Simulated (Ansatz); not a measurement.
CoPdO2 in space group R-3m (No. 166; Co on 3b, Pd on 3a, O on 6c) under volume change, DFT-PBEsol in the program Ansatz with PAW potentials, shape and atoms relaxed at each volume.

```json
[
 {"V (Å³/atom)": "9.174", "E − E(relaxed) (meV/atom)": "68.1", "P (GPa)": "26.26"},
 {"V (Å³/atom)": "9.477", "E − E(relaxed) (meV/atom)": "28.5", "P (GPa)": "16.00"},
 {"V (Å³/atom)": "9.779", "E − E(relaxed) (meV/atom)": "6.7", "P (GPa)": "7.32"},
 {"V (Å³/atom)": "10.082", "E − E(relaxed) (meV/atom)": "0.0", "P (GPa)": "0.00"},
 {"V (Å³/atom)": "10.384", "E − E(relaxed) (meV/atom)": "6.0", "P (GPa)": "-6.19"},
 {"V (Å³/atom)": "10.687", "E − E(relaxed) (meV/atom)": "22.7", "P (GPa)": "-11.41"},
 {"V (Å³/atom)": "10.989", "E − E(relaxed) (meV/atom)": "48.5", "P (GPa)": "-15.77"}
]
```

What does a third-order Birch–Murnaghan fit give for V₀, B₀ and B′?

V₀ = 10.08 Å³/atom, B₀ = 224 GPa, B′ = 4.6.

The PBEsol relaxation kept the symmetry of its start; of distortions, only those at the zone centre were tested. The workflow began spin-polarised and lost its moments. No Hubbard U is applied.

Potentials: the earlier of the program's two PAW sets.
